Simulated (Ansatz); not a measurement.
input.yaml

```yaml
crystal:
  lattice:
    - [3.2790275156, 0.0, 0.0]
    - [-1.6395137578, 2.8397211282, 0.0]
    - [0.0, 0.0, 12.7886113466]
  atoms:
    - { symbol: W, position: [0.3333333333, 0.6666666667, 0.25] }
    - { symbol: W, position: [0.6666666667, 0.3333333333, 0.75] }
    - { symbol: Se, position: [0.3333333333, 0.6666666667, 0.6182912232] }
    - { symbol: Se, position: [0.6666666667, 0.3333333333, 0.1182912232] }
    - { symbol: Se, position: [0.3333333333, 0.6666666667, 0.8817087768] }
    - { symbol: Se, position: [0.6666666667, 0.3333333333, 0.3817087768] }
basis:
  ecutwfc: 420
kpoints:
  mp_grid: { grid: [12, 12, 2] }
hamiltonian:
  xc: pbe
scf:
  occupations: { method: gaussian, width: 0.02 }
output:
  forces: true
  stress: true
  eigenvalues: true
relax:
  adjacent_minimum: "off"
  f_tol: 0.005
  max_steps: 50
  cell: { stress_tol: 0.05 }
```

Run as
```bash
ansatz run input.yaml --threads 2 --pin off --max-ram 5120MiB --backend cpu --events-out ev --progress --plain --runs-dir out
```

Method: Ansatz 0.2.0, DFT PBE, scalar-relativistic, plane waves, PAW.

From the run's log, abridged:

```
Pseudopotentials: kind: paw
Pseudopotential: W, paw, valence charge 14, recommended cutoff 420 eV (normal)
Pseudopotential: Se, paw, valence charge 16, recommended cutoff 420 eV (normal)
Functional definition: PBE
Crystal: 6 atoms, lattice volume = 119.081 Å³
Basis set: ecut = 420 eV, 2347 PW (Γ), exchange–correlation on 48×48×180 points (8 copies of the dense FFT grid, shifted against one another)
Bands: 56, of which v1, the nominal top of the filled ones, is band 46 counted from 1 (45 counted from 0)
Symmetry: 24 space group operations
Space group: P63/mmc (ITA 194), of the structure as read, at distance tolerance 4.9e-5 Å
k-points: 38 of 288
Initial density: superposition of atomic densities (neutral atoms: chi_scale 0, normalization atom), corrected by the library's trained network
Initial wavefunctions: pseudopotential atomic-orbital guess
Functional: x = pbe(κ = 0.804, μ = 0.21951497), c = pbe(β = 0.06672455)
SCF iter   1: F=—  HF=-42649.145284 eV  |F-HF|=—  |Δ(HF+E_count)|=         —  Δρ=4.41e-3  dr2=7.82e-3  ethr=1.77e-3  ⟨swp⟩=6.4  Hψ=7785  notcnv=0  defer=1
SCF iter   2: F=—  HF=-42649.153637 eV  |F-HF|=—  |Δ(HF+E_count)|=   8.35e-3  Δρ=2.56e-3  dr2=1.93e-3  ethr=8.50e-6  ⟨swp⟩=2.0  Hψ=3610  notcnv=0  defer=93
SCF iter   3: F=—  HF=-42649.157640 eV  |F-HF|=—  |Δ(HF+E_count)|=   4.00e-3  Δρ=7.75e-4  dr2=8.43e-4  ethr=2.10e-6  ⟨swp⟩=2.0  Hψ=3045  notcnv=0  defer=93
SCF iter   4: F=—  HF=-42649.157818 eV  |F-HF|=—  |Δ(HF+E_count)|=   1.79e-4  Δρ=7.80e-5  dr2=4.07e-6  ethr=9.17e-7  ⟨swp⟩=2.2  Hψ=2887  notcnv=0  defer=93
SCF iter   5: F=—  HF=-42649.157849 eV  |F-HF|=—  |Δ(HF+E_count)|=   3.10e-5  Δρ=3.11e-5  dr2=7.92e-7  ethr=4.43e-9  ⟨swp⟩=2.1  Hψ=3698  notcnv=0  defer=93
SCF iter   6: F=-42649.157851 eV  HF=-42649.157851 eV  |F-HF|=6.37e-9  |Δ(HF+E_count)|=   1.47e-6  Δρ=7.27e-6  dr2=7.49e-8  ethr=1.09e-10  ⟨swp⟩=7.6  Hψ=10286  notcnv=0
SCF 1 converged in 6 iterations: F = -42649.157851 eV  dr2 = 7.49e-8
relax step   1: F+E_penalty+E_count = -42649.15785091 eV  Δ(F+E_penalty+E_count) = +0.000e0 eV  max|allowed force component| = 7.442e-3 eV/Å  Δτ_max = 0.0000 Å  P = +3.959 GPa  Ω = 119.081 Å³  (6 SCF iters, dr2 threshold 1.00e-7 eV, accepted)
Crystal: 6 atoms, lattice volume = 133.873 Å³
Basis set: ecut = 420 eV, 2625 PW (Γ), exchange–correlation on 48×48×180 points (8 copies of the dense FFT grid, shifted against one another)
Initial density: handed on by an earlier stage of this run
Initial wavefunctions: those handed on with the density
SCF iter   1: F=—  HF=-42649.262496 eV  |F-HF|=—  |Δ(HF+E_count)|=         —  Δρ=9.45e-3  dr2=3.15e-1  ethr=3.49e-4  ⟨swp⟩=1.4  Hψ=11171  notcnv=0
SCF iter   2: F=—  HF=-42649.214083 eV  |F-HF|=—  |Δ(HF+E_count)|=   4.84e-2  Δρ=5.35e-3  dr2=4.81e-2  ethr=3.43e-4  ⟨swp⟩=3.0  Hψ=3067  notcnv=0
SCF iter   3: F=—  HF=-42649.207045 eV  |F-HF|=—  |Δ(HF+E_count)|=   7.04e-3  Δρ=2.09e-3  dr2=1.55e-2  ethr=5.23e-5  ⟨swp⟩=3.2  Hψ=3748  notcnv=0
SCF iter   4: F=—  HF=-42649.206708 eV  |F-HF|=—  |Δ(HF+E_count)|=   3.36e-4  Δρ=8.59e-4  dr2=1.53e-3  ethr=1.68e-5  ⟨swp⟩=3.6  Hψ=3907  notcnv=0
SCF iter   5: F=—  HF=-42649.207444 eV  |F-HF|=—  |Δ(HF+E_count)|=   7.36e-4  Δρ=2.58e-4  dr2=1.87e-4  ethr=1.66e-6  ⟨swp⟩=2.0  Hψ=4107  notcnv=0  defer=1
SCF iter   6: F=—  HF=-42649.207590 eV  |F-HF|=—  |Δ(HF+E_count)|=   1.45e-4  Δρ=1.41e-4  dr2=3.55e-5  ethr=2.04e-7  ⟨swp⟩=2.0  Hψ=3808  notcnv=0  defer=1
SCF iter   7: F=—  HF=-42649.207664 eV  |F-HF|=—  |Δ(HF+E_count)|=   7.40e-5  Δρ=2.86e-5  dr2=1.33e-6  ethr=3.86e-8  ⟨swp⟩=2.1  Hψ=3518  notcnv=0  defer=1
SCF iter   8: F=-42649.207667 eV  HF=-42649.207666 eV  |F-HF|=3.31e-7  |Δ(HF+E_count)|=   2.79e-6  Δρ=7.84e-6  dr2=1.25e-7  ethr=6.52e-10  ⟨swp⟩=7.2  Hψ=9894  notcnv=0
SCF 2 converged in 8 iterations: F = -42649.207667 eV  dr2 = 1.25e-7
relax step   2: F+E_penalty+E_count = -42649.20766665 eV  Δ(F+E_penalty+E_count) = -4.982e-2 eV  max|allowed force component| = 2.757e-1 eV/Å  Δτ_max = 0.1269 Å  P = -1.163 GPa  Ω = 133.873 Å³  energy of the carried Pulay correction = -2.614e-3 eV  (8 SCF iters, dr2 threshold 6.00e-7 eV, accepted)
Crystal: 6 atoms, lattice volume = 131.550 Å³
Basis set: ecut = 420 eV, 2613 PW (Γ), exchange–correlation on 48×48×180 points (8 copies of the dense FFT grid, shifted against one another)
SCF iter   1: F=—  HF=-42649.310770 eV  |F-HF|=—  |Δ(HF+E_count)|=         —  Δρ=2.71e-3  dr2=3.95e-2  ethr=4.12e-5  ⟨swp⟩=2.7  Hψ=11168  notcnv=0
SCF iter   2: F=—  HF=-42649.305474 eV  |F-HF|=—  |Δ(HF+E_count)|=   5.30e-3  Δρ=1.48e-3  dr2=3.70e-3  ethr=4.12e-5  ⟨swp⟩=2.7  Hψ=2852  notcnv=0
SCF iter   3: F=—  HF=-42649.304827 eV  |F-HF|=—  |Δ(HF+E_count)|=   6.47e-4  Δρ=6.93e-4  dr2=1.28e-3  ethr=4.02e-6  ⟨swp⟩=2.0  Hψ=2701  notcnv=0
SCF iter   4: F=—  HF=-42649.304606 eV  |F-HF|=—  |Δ(HF+E_count)|=   2.21e-4  Δρ=1.56e-4  dr2=4.51e-5  ethr=1.39e-6  ⟨swp⟩=2.1  Hψ=2792  notcnv=0
SCF iter   5: F=—  HF=-42649.304596 eV  |F-HF|=—  |Δ(HF+E_count)|=   9.73e-6  Δρ=8.06e-5  dr2=1.02e-5  ethr=4.91e-8  ⟨swp⟩=2.0  Hψ=3788  notcnv=0
SCF iter   6: F=—  HF=-42649.304599 eV  |F-HF|=—  |Δ(HF+E_count)|=   2.93e-6  Δρ=2.39e-5  dr2=9.72e-7  ethr=1.11e-8  ⟨swp⟩=2.9  Hψ=3873  notcnv=0
SCF iter   7: F=-42649.304600 eV  HF=-42649.304600 eV  |F-HF|=1.55e-7  |Δ(HF+E_count)|=   4.86e-7  Δρ=1.03e-5  dr2=2.95e-7  ethr=6.52e-10  ⟨swp⟩=6.3  Hψ=9033  notcnv=0
SCF 3 converged in 7 iterations: F = -42649.304600 eV  dr2 = 2.95e-7
relax step   3: F+E_penalty+E_count = -42649.30459961 eV  Δ(F+E_penalty+E_count) = -9.693e-2 eV  max|allowed force component| = 4.627e-2 eV/Å  Δτ_max = 0.0011 Å  P = +0.291 GPa  Ω = 131.550 Å³  energy of the carried Pulay correction = -2.224e-3 eV  (7 SCF iters, dr2 threshold 6.00e-7 eV, accepted)
Crystal: 6 atoms, lattice volume = 133.197 Å³
Basis set: ecut = 420 eV, 2627 PW (Γ), exchange–correlation on 48×48×180 points (8 copies of the dense FFT grid, shifted against one another)
SCF iter   1: F=—  HF=-42649.314456 eV  |F-HF|=—  |Δ(HF+E_count)|=         —  Δρ=1.82e-3  dr2=2.97e-3  ethr=3.53e-6  ⟨swp⟩=2.9  Hψ=12211  notcnv=0
SCF iter   2: F=—  HF=-42649.313960 eV  |F-HF|=—  |Δ(HF+E_count)|=   4.96e-4  Δρ=9.84e-4  dr2=9.31e-4  ethr=3.23e-6  ⟨swp⟩=1.7  Hψ=2250  notcnv=0
SCF iter   3: F=—  HF=-42649.313912 eV  |F-HF|=—  |Δ(HF+E_count)|=   4.81e-5  Δρ=2.18e-4  dr2=1.21e-4  ethr=1.01e-6  ⟨swp⟩=2.7  Hψ=3941  notcnv=0
SCF iter   4: F=—  HF=-42649.313853 eV  |F-HF|=—  |Δ(HF+E_count)|=   5.82e-5  Δρ=1.07e-4  dr2=3.13e-5  ethr=1.32e-7  ⟨swp⟩=2.0  Hψ=2520  notcnv=0
SCF iter   5: F=—  HF=-42649.313862 eV  |F-HF|=—  |Δ(HF+E_count)|=   8.57e-6  Δρ=4.11e-5  dr2=6.94e-6  ethr=3.41e-8  ⟨swp⟩=2.0  Hψ=3520  notcnv=0
SCF iter   6: F=—  HF=-42649.313865 eV  |F-HF|=—  |Δ(HF+E_count)|=   2.87e-6  Δρ=1.60e-5  dr2=1.13e-6  ethr=7.54e-9  ⟨swp⟩=2.0  Hψ=3800  notcnv=0
SCF iter   7: F=-42649.313866 eV  HF=-42649.313866 eV  |F-HF|=7.04e-8  |Δ(HF+E_count)|=   7.41e-7  Δρ=5.64e-6  dr2=7.94e-8  ethr=6.52e-10  ⟨swp⟩=6.2  Hψ=8916  notcnv=0
SCF 4 converged in 7 iterations: F = -42649.313866 eV  dr2 = 7.94e-8
   ...
SCF iter   4: F=—  HF=-42649.328959 eV  |F-HF|=—  |Δ(HF+E_count)|=   3.81e-5  Δρ=1.74e-4  dr2=7.52e-5  ethr=6.07e-7  ⟨swp⟩=2.0  Hψ=2365  notcnv=0
SCF iter   5: F=—  HF=-42649.328949 eV  |F-HF|=—  |Δ(HF+E_count)|=   1.01e-5  Δρ=4.47e-5  dr2=9.22e-6  ethr=8.18e-8  ⟨swp⟩=2.0  Hψ=3499  notcnv=0
SCF iter   6: F=—  HF=-42649.328944 eV  |F-HF|=—  |Δ(HF+E_count)|=   4.50e-6  Δρ=2.19e-5  dr2=2.10e-6  ethr=1.00e-8  ⟨swp⟩=2.0  Hψ=3797  notcnv=0
SCF iter   7: F=—  HF=-42649.328946 eV  |F-HF|=—  |Δ(HF+E_count)|=   1.44e-6  Δρ=1.10e-5  dr2=2.15e-7  ethr=2.28e-9  ⟨swp⟩=2.1  Hψ=3806  notcnv=0
SCF iter   8: F=-42649.328946 eV  HF=-42649.328946 eV  |F-HF|=3.12e-8  |Δ(HF+E_count)|=   2.68e-7  Δρ=2.30e-6  dr2=9.57e-9  ethr=5.27e-11  ⟨swp⟩=6.2  Hψ=9204  notcnv=0
SCF 11 converged in 8 iterations: F = -42649.328946 eV  dr2 = 9.57e-9
relax step  11: F+E_penalty+E_count = -42649.32894624 eV  Δ(F+E_penalty+E_count) = -5.517e-4 eV  max|allowed force component| = 2.309e-2 eV/Å  Δτ_max = 0.0303 Å  P = +0.065 GPa  Ω = 143.599 Å³  energy of the carried Pulay correction = -8.181e-4 eV  (8 SCF iters, dr2 threshold 4.84e-8 eV, accepted)
Crystal: 6 atoms, lattice volume = 144.112 Å³
Basis set: ecut = 420 eV, 2847 PW (Γ), exchange–correlation on 48×48×200 points (8 copies of the dense FFT grid, shifted against one another)
SCF iter   1: F=—  HF=-42649.329133 eV  |F-HF|=—  |Δ(HF+E_count)|=         —  Δρ=3.99e-4  dr2=1.90e-4  ethr=2.32e-7  ⟨swp⟩=3.2  Hψ=10318  notcnv=0
SCF iter   2: F=—  HF=-42649.329100 eV  |F-HF|=—  |Δ(HF+E_count)|=   3.21e-5  Δρ=2.22e-4  dr2=5.78e-5  ethr=2.06e-7  ⟨swp⟩=1.9  Hψ=2214  notcnv=0
SCF iter   3: F=—  HF=-42649.329056 eV  |F-HF|=—  |Δ(HF+E_count)|=   4.43e-5  Δρ=6.06e-5  dr2=1.29e-5  ethr=6.29e-8  ⟨swp⟩=2.8  Hψ=3462  notcnv=0
SCF iter   4: F=—  HF=-42649.329056 eV  |F-HF|=—  |Δ(HF+E_count)|=   5.17e-7  Δρ=2.80e-5  dr2=1.94e-6  ethr=1.40e-8  ⟨swp⟩=2.0  Hψ=2387  notcnv=0
SCF iter   5: F=—  HF=-42649.329057 eV  |F-HF|=—  |Δ(HF+E_count)|=   8.21e-7  Δρ=7.46e-6  dr2=2.63e-7  ethr=2.11e-9  ⟨swp⟩=2.0  Hψ=3567  notcnv=0
SCF iter   6: F=-42649.329057 eV  HF=-42649.329057 eV  |F-HF|=2.64e-8  |Δ(HF+E_count)|=   1.04e-7  Δρ=3.87e-6  dr2=7.35e-8  ethr=1.15e-10  ⟨swp⟩=5.2  Hψ=7998  notcnv=0
SCF 12 converged in 6 iterations: F = -42649.329057 eV  dr2 = 7.35e-8
relax step  12: F+E_penalty+E_count = -42649.32905666 eV  Δ(F+E_penalty+E_count) = -1.104e-4 eV  max|allowed force component| = 1.739e-3 eV/Å  Δτ_max = 0.0046 Å  P = +0.010 GPa  Ω = 144.112 Å³  energy of the carried Pulay correction = -9.043e-4 eV  (6 SCF iters, dr2 threshold 1.05e-7 eV, accepted)
Crystal: 6 atoms, lattice volume = 145.307 Å³
Basis set: ecut = 420 eV, 2871 PW (Γ), exchange–correlation on 48×48×200 points (8 copies of the dense FFT grid, shifted against one another)
SCF iter   1: F=—  HF=-42649.329221 eV  |F-HF|=—  |Δ(HF+E_count)|=         —  Δρ=9.18e-4  dr2=1.16e-3  ethr=1.40e-6  ⟨swp⟩=3.0  Hψ=10109  notcnv=0
SCF iter   2: F=—  HF=-42649.329020 eV  |F-HF|=—  |Δ(HF+E_count)|=   2.01e-4  Δρ=5.09e-4  dr2=3.43e-4  ethr=1.26e-6  ⟨swp⟩=2.0  Hψ=2313  notcnv=0
SCF iter   3: F=—  HF=-42649.328995 eV  |F-HF|=—  |Δ(HF+E_count)|=   2.50e-5  Δρ=1.46e-4  dr2=7.59e-5  ethr=3.73e-7  ⟨swp⟩=3.0  Hψ=3698  notcnv=0
SCF iter   4: F=—  HF=-42649.328973 eV  |F-HF|=—  |Δ(HF+E_count)|=   2.22e-5  Δρ=6.90e-5  dr2=1.28e-5  ethr=8.25e-8  ⟨swp⟩=2.0  Hψ=2392  notcnv=0
SCF iter   5: F=—  HF=-42649.328977 eV  |F-HF|=—  |Δ(HF+E_count)|=   3.86e-6  Δρ=1.97e-5  dr2=1.71e-6  ethr=1.39e-8  ⟨swp⟩=2.0  Hψ=3553  notcnv=0
SCF iter   6: F=—  HF=-42649.328966 eV  |F-HF|=—  |Δ(HF+E_count)|=   1.08e-5  Δρ=9.13e-6  dr2=4.26e-7  ethr=1.86e-9  ⟨swp⟩=2.0  Hψ=3797  notcnv=0
SCF iter   7: F=—  HF=-42649.328966 eV  |F-HF|=—  |Δ(HF+E_count)|=   2.72e-7  Δρ=5.06e-6  dr2=4.53e-8  ethr=4.63e-10  ⟨swp⟩=2.6  Hψ=3982  notcnv=0
SCF iter   8: F=—  HF=-42649.328966 eV  |F-HF|=—  |Δ(HF+E_count)|=   4.20e-8  Δρ=9.16e-7  dr2=1.78e-9  ethr=4.93e-11  ⟨swp⟩=2.9  Hψ=4035  notcnv=0
SCF iter   9: F=—  HF=-42649.328966 eV  |F-HF|=—  |Δ(HF+E_count)|=   6.82e-9  Δρ=2.00e-7  dr2=6.64e-11  ethr=1.94e-12  ⟨swp⟩=2.6  Hψ=2943  notcnv=0
SCF iter  10: F=-42649.328966 eV  HF=-42649.328966 eV  |F-HF|=0.00e0  |Δ(HF+E_count)|=  2.04e-10  Δρ=3.54e-8  dr2=2.20e-12  ethr=1.00e-12  ⟨swp⟩=4.9  Hψ=7775  notcnv=0
SCF 13 converged in 10 iterations: F = -42649.328966 eV  dr2 = 2.20e-12
relax step  13: F+E_penalty+E_count = -42649.32896626 eV  Δ(F+E_penalty+E_count) = +9.039e-5 eV  max|allowed force component| = 2.639e-3 eV/Å  Δτ_max = 0.0119 Å  P = +0.021 GPa  Ω = 145.307 Å³  energy of the carried Pulay correction = -1.102e-3 eV  (10 SCF iters, accepted)
Crystal: 6 atoms, lattice volume = 145.781 Å³
SCF iter   1: F=—  HF=-42649.328949 eV  |F-HF|=—  |Δ(HF+E_count)|=         —  Δρ=3.20e-4  dr2=1.74e-4  ethr=2.12e-7  ⟨swp⟩=3.3  Hψ=9997  notcnv=0
SCF iter   2: F=—  HF=-42649.328921 eV  |F-HF|=—  |Δ(HF+E_count)|=   2.79e-5  Δρ=1.80e-4  dr2=4.43e-5  ethr=1.89e-7  ⟨swp⟩=2.0  Hψ=2300  notcnv=0
SCF iter   3: F=—  HF=-42649.328912 eV  |F-HF|=—  |Δ(HF+E_count)|=   8.59e-6  Δρ=6.72e-5  dr2=1.87e-5  ethr=4.82e-8  ⟨swp⟩=2.7  Hψ=3421  notcnv=0
SCF iter   4: F=—  HF=-42649.328909 eV  |F-HF|=—  |Δ(HF+E_count)|=   3.36e-6  Δρ=2.62e-5  dr2=1.71e-6  ethr=2.04e-8  ⟨swp⟩=2.0  Hψ=2371  notcnv=0
SCF iter   5: F=—  HF=-42649.328897 eV  |F-HF|=—  |Δ(HF+E_count)|=   1.22e-5  Δρ=6.91e-6  dr2=2.35e-7  ethr=1.85e-9  ⟨swp⟩=2.0  Hψ=3713  notcnv=0
SCF iter   6: F=—  HF=-42649.328897 eV  |F-HF|=—  |Δ(HF+E_count)|=   6.23e-9  Δρ=4.64e-6  dr2=7.12e-8  ethr=2.56e-10  ⟨swp⟩=2.0  Hψ=3772  notcnv=0
SCF iter   7: F=—  HF=-42649.328897 eV  |F-HF|=—  |Δ(HF+E_count)|=   8.13e-8  Δρ=2.08e-6  dr2=9.30e-9  ethr=7.73e-11  ⟨swp⟩=2.3  Hψ=2822  notcnv=0
SCF iter   8: F=—  HF=-42649.328897 eV  |F-HF|=—  |Δ(HF+E_count)|=   2.08e-9  Δρ=3.93e-7  dr2=3.95e-10  ethr=1.01e-11  ⟨swp⟩=2.1  Hψ=3695  notcnv=0
SCF iter   9: F=-42649.328897 eV  HF=-42649.328897 eV  |F-HF|=2.91e-11  |Δ(HF+E_count)|=  9.90e-10  Δρ=9.06e-8  dr2=1.51e-11  ethr=1.00e-12  ⟨swp⟩=3.9  Hψ=9537  notcnv=0
SCF 14 converged in 9 iterations: F = -42649.328897 eV  dr2 = 1.51e-11
relax step  14: F+E_penalty+E_count = -42649.32889660 eV  Δ(F+E_penalty+E_count) = +6.966e-5 eV  max|allowed force component| = 1.690e-3 eV/Å  Δτ_max = 0.0041 Å  P = -0.019 GPa  Ω = 145.781 Å³  energy of the carried Pulay correction = -1.180e-3 eV  (9 SCF iters, accepted)
Basis set: ecut = 420 eV, 2871 PW (Γ), exchange–correlation on 48×48×216 points (8 copies of the dense FFT grid, shifted against one another)
SCF iter   1: F=—  HF=-42649.312692 eV  |F-HF|=—  |Δ(HF+E_count)|=         —  Δρ=7.39e-4  dr2=2.08e-5  ethr=6.58e-8  ⟨swp⟩=4.1  Hψ=14060  notcnv=0
SCF iter   2: F=—  HF=-42649.324388 eV  |F-HF|=—  |Δ(HF+E_count)|=   1.17e-2  Δρ=3.74e-4  dr2=5.13e-6  ethr=2.26e-8  ⟨swp⟩=3.0  Hψ=3681  notcnv=0
SCF iter   3: F=—  HF=-42649.329913 eV  |F-HF|=—  |Δ(HF+E_count)|=   5.52e-3  Δρ=5.31e-5  dr2=1.10e-6  ethr=5.57e-9  ⟨swp⟩=3.0  Hψ=3480  notcnv=0
SCF iter   4: F=—  HF=-42649.330026 eV  |F-HF|=—  |Δ(HF+E_count)|=   1.13e-4  Δρ=1.03e-5  dr2=8.59e-8  ethr=1.19e-9  ⟨swp⟩=3.0  Hψ=3953  notcnv=0
SCF iter   5: F=—  HF=-42649.330029 eV  |F-HF|=—  |Δ(HF+E_count)|=   3.77e-6  Δρ=2.65e-6  dr2=8.49e-9  ethr=9.34e-11  ⟨swp⟩=2.2  Hψ=2726  notcnv=0
SCF iter   6: F=—  HF=-42649.330030 eV  |F-HF|=—  |Δ(HF+E_count)|=   1.45e-7  Δρ=7.96e-7  dr2=1.78e-9  ethr=9.23e-12  ⟨swp⟩=3.7  Hψ=4356  notcnv=0
SCF iter   7: F=—  HF=-42649.330030 eV  |F-HF|=—  |Δ(HF+E_count)|=   4.77e-9  Δρ=4.16e-7  dr2=8.30e-10  ethr=1.94e-12  ⟨swp⟩=2.1  Hψ=3565  notcnv=0
SCF iter   8: F=—  HF=-42649.330030 eV  |F-HF|=—  |Δ(HF+E_count)|=   1.32e-9  Δρ=1.76e-7  dr2=1.76e-10  ethr=1.00e-12  ⟨swp⟩=2.1  Hψ=2726  notcnv=0
SCF iter   9: F=-42649.330030 eV  HF=-42649.330030 eV  |F-HF|=5.82e-11  |Δ(HF+E_count)|=  2.62e-10  Δρ=7.80e-8  dr2=3.05e-11  ethr=1.00e-12  ⟨swp⟩=4.9  Hψ=6781  notcnv=0
SCF 15 converged in 9 iterations: F = -42649.330030 eV  dr2 = 3.05e-11
SCF converged after 9 iterations
Free energy (F): -42649.330030 eV
Harris-Foulkes:  -42649.330030 eV  (|F-HF|=5.82e-11)
Internal energy: -42649.330030 eV  (E = F + TS)
E sigma→0 (E₀):  -42649.330030 eV
Fermi energy:    10.469535 eV
--- Per-component energies (eV) ---
  E_band       = -1950.692778
  E_kinetic    = 1375.148792
  E_local      = -15260.310258  (includes V_loc(G=0)·N_el)
  E_nonlocal   = -2379.726716
  E_hartree    = 7280.726754
  E_xc         = -951.235481
  E_vxc        = -871.063801  (∫ρ·V_xc dr)
  E_paw        = -24771.204089  (= ΣΔE_a)
  E_vpaw       = 623.808693  (= ΣTr[D̂ρ^β])
  E_aug_tail   = -0.002492  (compensation charges beyond the density's cutoff)
  E_ewald      = -7942.726539
  E_smearing   =  0.000000  (= −TS)
--- Forces (eV/Å), atoms counted from 1 ---
  atom   1  W      0.00000000     0.00000000     0.00000000
  atom   2  W      0.00000000     0.00000000     0.00000000
  atom   3  Se     0.00000000     0.00000000     0.00185193
  atom   4  Se     0.00000000     0.00000000     0.00185193
  atom   5  Se     0.00000000     0.00000000    -0.00185193
  atom   6  Se     0.00000000     0.00000000    -0.00185193
--- Stress (GPa, compression-positive) ---
       -0.026110       0.000000       0.000000
        0.000000      -0.026110       0.000000
        0.000000       0.000000      -0.014578
  P = ⅓ Tr σ = -0.0223 GPa (-0.223 kbar)
--- Band table (eV; the first three rows and the last of 38) ---
  k-point 0: bands = ["-64.2916", "-64.2916", "-37.8135", "-37.8135", "-37.8135", "-37.8135", "-37.8130", "-37.8130", "-37.8130", "-37.8130", "-37.7811", "-37.7811", "-37.7811", "-37.7811", "-37.7800", "-37.7800", "-37.7800", "-37.7800", "-37.7680", "-37.7680", "-37.7659", "-37.7659", "-28.5535", "-28.5535", "-28.4471", "-28.4471", "-28.4471", "-28.4471", "-4.9882", "-4.9639", "-3.7698", "-3.7255", "3.4776", "3.7000", "7.1927", "7.3734", "7.3734", "7.3746", "7.3746", "7.9727", "8.4752", "8.4752", "8.4791", "8.4791", "9.1779", "9.6285", "12.6038", "12.6038", "12.6088", "12.6088", "12.7600", "12.7600", "12.7794", "12.7794", "14.0027", "14.7930"]
  k-point 1: bands = ["-64.2916", "-64.2916", "-37.8135", "-37.8135", "-37.8135", "-37.8135", "-37.8130", "-37.8130", "-37.8130", "-37.8130", "-37.7811", "-37.7811", "-37.7811", "-37.7811", "-37.7800", "-37.7800", "-37.7800", "-37.7800", "-37.7680", "-37.7680", "-37.7659", "-37.7659", "-28.5535", "-28.5535", "-28.4471", "-28.4471", "-28.4471", "-28.4471", "-4.9762", "-4.9762", "-3.7475", "-3.7475", "3.5837", "3.5837", "7.3740", "7.3740", "7.3740", "7.3740", "7.5375", "7.5375", "8.4771", "8.4771", "8.4771", "8.4771", "9.4542", "9.4542", "12.6061", "12.6061", "12.6061", "12.6061", "12.7699", "12.7699", "12.7699", "12.7699", "14.3561", "14.3561"]
  k-point 2: bands = ["-64.2910", "-64.2910", "-37.8134", "-37.8134", "-37.8132", "-37.8132", "-37.8130", "-37.8130", "-37.8127", "-37.8127", "-37.7812", "-37.7812", "-37.7812", "-37.7812", "-37.7802", "-37.7802", "-37.7801", "-37.7801", "-37.7679", "-37.7678", "-37.7658", "-37.7658", "-28.5506", "-28.5506", "-28.4613", "-28.4613", "-28.4504", "-28.4504", "-4.8879", "-4.8636", "-3.7187", "-3.6756", "3.6079", "3.8304", "7.0345", "7.0635", "7.0658", "7.4705", "7.4724", "7.5943", "8.3030", "8.3077", "8.4570", "8.6393", "9.1746", "9.5526", "12.2682", "12.3579", "12.4078", "12.4592", "12.6276", "12.6513", "12.7777", "12.7889", "14.5664", "15.3301"]
  k-point 37: bands = ["-64.2816", "-64.2816", "-37.8118", "-37.8118", "-37.8108", "-37.8108", "-37.8107", "-37.8107", "-37.8106", "-37.8106", "-37.7828", "-37.7828", "-37.7820", "-37.7820", "-37.7811", "-37.7811", "-37.7810", "-37.7810", "-37.7660", "-37.7660", "-37.7637", "-37.7637", "-28.6045", "-28.6045", "-28.5806", "-28.5806", "-28.5048", "-28.5048", "-2.7920", "-2.7920", "-2.6638", "-2.6638", "4.4220", "4.4220", "4.5198", "4.5198", "5.4119", "5.4119", "5.9786", "5.9786", "6.4660", "6.4660", "7.3774", "7.3774", "9.7100", "9.7100", "11.2590", "11.2590", "12.5257", "12.5257", "13.1464", "13.1464", "14.4849", "14.4849", "15.5607", "15.5607"]
--- Relaxed structure (13 steps of the walk, 13 accepted, 2 SCFs on fresh bases) ---
  F+E_penalty+E_count = -42649.33002960 eV   max|allowed force component| = 1.852e-3 eV/Å   (the final SCF, on the basis selected at the relaxed cell)
  cell:  # Å, volume = 145.7806 Å³
    - [3.32112438, 0.0, 0.0]
    - [-1.66056219, 2.87617808, 0.0]
    - [0.0, 0.0, 15.26155648]
  atoms:
    - { symbol: W, position: [0.33333333, 0.66666666, 0.25] }
    - { symbol: W, position: [0.66666666, 0.33333333, 0.75] }
    - { symbol: Se, position: [0.33333333, 0.66666666, 0.64003652] }
    - { symbol: Se, position: [0.66666666, 0.33333333, 0.14003652] }
    - { symbol: Se, position: [0.33333333, 0.66666666, 0.85996347] }
    - { symbol: Se, position: [0.66666666, 0.33333333, 0.35996347] }
```

The relaxation met its thresholds.

The run took 90 s on 2 threads of Intel(R) Xeon(R) Platinum 8488C (Sapphire Rapids) (shared host), peak memory 0.65 GiB.

Spin–orbit coupling is left out, which can shift energies with elements as heavy as these. The cell holds layers, and where no dispersion correction was added their binding is poorly described.